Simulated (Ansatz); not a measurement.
Te2Mo in space group P6_3/mmc (No. 194; Mo on 2c, Te on 4f) at seven volumes, the program Ansatz at the r²SCAN+D4 level (PAW), shape and atoms relaxed at each. One row is withheld.

```csv
V (Å³/atom),P (GPa)
23.551,4.61
24.327,?
25.103,1.10
25.880,0.00
26.656,-0.73
27.433,-1.16
28.209,-1.38
```

**Question.** Fit the shown pressures and predict the withheld one.

**Answer.** P = (3/2)B₀(x^(7/2) − x^(5/2))[1 + (3/4)(B′ − 4)(x − 1)] with x = (V₀/V)^(2/3). Least squares on the six rows gives V₀ = 25.888 Å³/atom, B₀ = 29.0 GPa, B′ = 12.03. At V = 24.327, x = 1.0423 and P = 2.56 GPa. The run itself gave 2.60 GPa.

Symmetry was held in the r²SCAN+D4 relaxation; of distortions, only those at the zone centre were tested. The run is not spin-polarised. Scalar-relativistic: spin–orbit coupling is off unless named, which matters more the heavier the elements.

Potentials: the later of the program's two PAW sets.
